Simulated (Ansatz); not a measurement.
AlRu (CsCl type, Pm-3m) at seven volumes, the program Ansatz at the r²SCAN level (PAW), scaled uniformly. One row is withheld.

```
V (Å³/atom)  P (GPa)
-----------  -------
12.071         25.54
12.469         15.63
12.867          7.20
13.265          0.01
13.663         -6.10
14.061        -11.31
14.459             ?
```

**Question.** Fit the shown pressures and predict the withheld one.

**Answer.** P = (3/2)B₀(x^(7/2) − x^(5/2))[1 + (3/4)(B′ − 4)(x − 1)] with x = (V₀/V)^(2/3). Least squares on the six rows gives V₀ = 13.266 Å³/atom, B₀ = 220 GPa, B′ = 4.33. At V = 14.459, x = 0.9442 and P = -15.73 GPa. The run itself gave -15.73 GPa.

The r²SCAN relaxation kept the symmetry of its start. No spin polarisation was allowed.

Potentials: the later of the program's two PAW sets.
